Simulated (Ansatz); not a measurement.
**Ba$_{2}$Fe$_{2}$S$_{2}$OF$_{2}$: which magnetic order is lowest?**

```yaml
crystal:
  lattice:
    - [-2.06189, 2.06189, 9.54425]
    - [2.06189, -2.06189, 9.54425]
    - [2.06189, 2.06189, -9.54425]
  atoms:
    - { symbol: Ba, position: [0.66591, 0.66591, 0.00000] }
    - { symbol: Ba, position: [0.33409, 0.33409, 0.00000] }
    - { symbol: Fe, position: [0.00000, 0.50000, 0.50000] }
    - { symbol: Fe, position: [0.50000, 0.00000, 0.50000] }
    - { symbol: S, position: [0.08710, 0.08710, 0.00000] }
    - { symbol: S, position: [0.91290, 0.91290, 0.00000] }
    - { symbol: O, position: [0.50000, 0.50000, 0.00000] }
    - { symbol: F, position: [0.25000, 0.75000, 0.50000] }
    - { symbol: F, position: [0.75000, 0.25000, 0.50000] }
```

All energies were calculated with Ansatz 0.2.0 (r2SCAN with U_eff = 3.1 eV on Fe d (all-electron-ortho-atomic projectors); 500 eV; 7×7×7 Γ-centred mesh; fermi-dirac occupations of width 0.050 eV). The atoms are fixed and numbered as listed; spin is collinear, without spin-orbit coupling.

Different starts of the self-consistent cycle ended in different solutions. Their moments in μB:

```tsv
state	Fe3	Fe4	other atoms together	size of the net moment a cell
A	3.38	-3.38	0.00	0.00
B	3.40	3.40	0.45	8.00
C	0.00	0.00	0.00	0.00
```

Site moments are taken in small spheres that don't touch (radius about 0.4 of the atom's shortest bond), so those of the magnetic atoms read low, and they needn't add up to the net moment. State C was run without spin polarisation.

**Question.** What is the order in energy at zero smearing?

**Answer.** State A (antiparallel, compensated) is lowest; B (parallel moments) lies 6.8 meV above it, C (without moments) lies 502 meV above it, all counted an atom of the cell.

**Question.** Which states have a gap on the mesh, and what pressure does each exert on this cell?

**Answer.** A: gap 2.96 eV, 1.3 GPa; B: gap 1.77 eV, 1.6 GPa; C: gap 1.73 eV, -4.7 GPa (positive in compression). Moments take up room: without them the pressure is lower, so that state wants a smaller cell.

**Question.** What do states B and A say about the exchange?

**Answer.** Between B and A the moments keep their size (3.40 against 3.38 μB in the mean), so the difference mostly measures the exchange between the flipped sites: the antiparallel order gains 30 meV for each Fe atom. The nearest flipped pair stands 2.92 Å apart. Flipped pairs are linked through O; the widest Fe–O–Fe angle among the nearer links is 90°, at 2.92 Å between the metal atoms.

**Question.** How much does the cell gain by forming moments?

**Answer.** 502 meV an atom of the cell, or 2257 meV for each Fe atom, against state C, which has none. A run without spin would miss this and give wrong energies and forces. That state isn't the paramagnet, which keeps its moments, so this is no ordering energy, and a U raises it further by its penalty on part-filled orbitals.

The cell is that of a Crystallography Open Database entry, unchanged.

Caveats: only orders that fit this cell and collinear spins were tried, so the true order may need a larger cell or canted moments; atoms and cell are not relaxed, and each state would relax in its own way; the U is a value in common use, not computed for this crystal; one start a pattern, so a lower state of the same pattern may exist.
